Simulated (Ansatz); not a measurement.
Input and command of a calculation in Ansatz (plane waves; scalar-relativistic PAW potentials unless the input names others):

```yaml
crystal:
  lattice:
    - [-1.5440989044, 1.5440989044, 1.5440989044]
    - [1.5440989044, -1.5440989044, 1.5440989044]
    - [1.5440989044, 1.5440989044, -1.5440989044]
  atoms:
    - { symbol: Mo, position: [0.0, 0.0, 0.0], spin: 2.0 }
basis:
  ecutwfc: 420
kpoints:
  mp_grid: { grid: [20, 20, 20] }
hamiltonian:
  xc: lda
scf:
  occupations: { method: fermi_dirac, width: 0.15 }
  max_iter: 75
output:
  forces: true
  eigenvalues: true
  stress: true
```

```bash
ansatz run input.yaml --threads 1 --pin off --max-ram 3072MiB --backend cpu --events-out ev --progress --plain --runs-dir out
```

Task: What is wrong with this input?

Result: The program refuses it, because of a moment without spin polarisation (crystal.atoms[0].spin: not typed → 2.0). Without that key it is accepted.

Abridged log:
```
Error: inconsistent input (magnetization.spin_polarized): false but per-atom `spin:`, `per_species`, `initial_magnetization`, `magnetic_field`, or `spin_locking` is set
```